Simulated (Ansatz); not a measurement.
ZnCdO$_{2}$:
Space group P3m1 (No. 156); a = b = 3.3184 Å, c = 5.5629 Å, α = β = 90.00°, γ = 120.00°

```
atom  site  symmetry       x       y       z
----  ----  --------  ------  ------  ------
Zn      1a       3m.  0.0000  0.0000  0.9967
Cd      1c       3m.  0.6667  0.3333  0.4869
O       1c       3m.  0.6667  0.3333  0.0988
O       1a       3m.  0.0000  0.0000  0.6535
```

Relaxed at zero pressure with LDA (plane waves, PAW; program Ansatz).

Task: The volume is lowered by 3 % and shape and atoms relax at that volume. What pressure results, and how do the axes share the change?

Result: 4.1 GPa; a -1.3 %, b -1.3 %, c -0.4 %; the energy rises by 5 meV/atom.

Task: Give the new structure.

Result: 
Space group P3m1 (No. 156); a = b = 3.2748 Å, c = 5.5404 Å, α = β = 90.00°, γ = 120.00°

```csv
atom,site,symmetry,x,y,z
Zn,1a,3m.,0.0000,0.0000,0.9968
Cd,1c,3m.,0.6667,0.3333,0.4846
O,1c,3m.,0.6667,0.3333,0.0992
O,1a,3m.,0.0000,0.0000,0.6554
```

The phase is kept; no other phase was compared at this pressure.

The first step of the workflow began from a Materials Project structure, measured or hypothetical; the Crystallography Open Database copy checked does not list it. Its standing as an ambient phase is unchecked. Symmetry was held in the LDA relaxation; of distortions, only those at the zone centre were tested.

Potentials: the later of the program's two PAW sets.
